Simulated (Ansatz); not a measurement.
Hg₃Ru: forces and stress of a distorted cell

Cell: model Hg₃Ru built from the ReO3 structure and then distorted.

PBE on full-potential LAPW: scalar relativity, no spin–orbit coupling, point nuclei (Ansatz). Brillouin zone: 2×2×2 (shift 0.5, 0.5, 0.5 mesh steps), Fermi–Dirac smearing of 0.15 eV; a denser mesh would shift the values. For a metal, stress, forces and moments on so few k-points can be far from the converged ones. No spin polarisation. Thinly bonded d atoms may carry moments, which this run forbids.

Extended XYZ with forces in eV/Å (energy in eV, pressure in GPa):

```xyz
4
Lattice="5.2484 -0.1047 0.0682 -0.1047 5.5316 -0.0711 0.0682 -0.0711 5.1727" Properties=species:S:1:pos:R:3:forces:R:3 pbc="T T T" free_energy=-1725167.9562 pressure=1.72
Ru    4.7854    4.1922    0.9898    0.3633    0.9966    2.7103
Hg    7.3599    4.2332    0.7618    0.5175    0.2708   -0.5172
Hg    4.5471    7.1483    0.8152   -0.2457   -1.2690   -0.1524
Hg    4.6548    4.1456    3.7048   -0.6352    0.0016   -2.0407
```

Stress xx yy zz yz xz xy in GPa, positive in compression: 1.21 -0.73 4.69 0.00 0.04 0.27.
